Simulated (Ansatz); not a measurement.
Crystals of one structure type (rock salt) and one family of elements, relaxed and computed with r²SCAN in the plane-wave PAW code Ansatz; HSE06 gaps on those cells.

```tsv
crystal	gap (eV)	HSE06 gap (eV)
BeS	1.33	1.73
BaTe	2.00	2.35
CaSe	2.52	3.00
BaS	2.58	3.14
MgS	3.46	?
SrO	3.80	4.79
CaO	4.20	5.31
```

Problem. Fit a straight line to E_g(HSE06) against E_g and predict the withheld value.

Solution. Least squares on the 6 shown rows: E_g(HSE06) = 1.283 × E_g + (-0.127), with a scatter of 0.09. For MgS this gives 4.31. The run itself gave 3.80, outside the scatter: the line misses something about this case.

Typed or built starts, not in the databases checked: BeS, rock salt. All cells were relaxed under the symmetry of their starts (and spin orders); stability against distortions was not tested throughout. Scalar-relativistic: spin–orbit coupling is off unless named, which matters more the heavier the elements.

Potentials: the later of the program's two PAW sets.
